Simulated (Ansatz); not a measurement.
SrTiO3 (cubic perovskite)

```
SrTiO3
1.0
    3.93647     0.00000     0.00000
    0.00000     3.93647     0.00000
    0.00000     0.00000     3.93647
Sr Ti O
1 1 3
Cartesian
  0.00000   0.00000   0.00000
  1.96824   1.96824   1.96824
  0.00000   1.96824   1.96824
  1.96824   1.96824   0.00000
  1.96824   0.00000   1.96824
```

The slice is a {100} plane (indices of the conventional cell) through the point (0.500, 0.500, 0.000) (fractional), spanned by u = [100] and v = [010] in vectors of this cell: u (3.94 Å) and v (3.94 Å, at 90° to u). It covers one period; positions are fractions (u, v).

All values below come from PBE (plane waves to 420 eV, PAW, scalar-relativistic; Ansatz, a first-principles code). k mesh 8×8×8. Near the nuclei the fields are pseudised (PAW); where an atom keeps semicore shells as valence, they peak there. SrTiO3 is run without spin polarisation. SrTiO3 was relaxed with its symmetry unable to fall.

**Question.** Predict the map of the electrostatic potential energy of an electron, from the cell's mean on the slice.

**Answer.** 
```tsv
v \ u	0.00	0.14	0.29	0.43	0.57	0.71	0.86
0.93	x	x	10.3	8.8	8.8	10.3	x
0.86	x	x	8.9	6.3	6.3	8.9	x
0.79	9.6	9.2	6.4	<2.0	<2.0	6.4	9.2
0.71	10.7	8.9	<2.0	<2.0	<2.0	<2.0	8.9
0.64	10.1	7.5	<2.0	x	x	<2.0	7.5
0.57	9.6	6.3	<2.0	x	x	<2.0	6.3
0.50	9.4	5.8	<2.0	x	x	<2.0	5.8
0.43	9.6	6.3	<2.0	x	x	<2.0	6.3
0.36	10.1	7.5	<2.0	x	x	<2.0	7.5
0.29	10.7	8.9	<2.0	<2.0	<2.0	<2.0	8.9
0.21	9.6	9.2	6.4	<2.0	<2.0	6.4	9.2
0.14	x	x	8.9	6.3	6.3	8.9	x
0.07	x	x	10.3	8.8	8.8	10.3	x
0.00	x	x	10.7	9.6	9.6	10.7	x
```

Values: electrostatic potential energy of an electron, from the cell's mean, in eV. Points within 0.8 Å of a nucleus are blanked (x), as the pseudised field means little there. Values under 2 eV are set to 2. The zero, the cell's mean, hangs on the PAW cores.
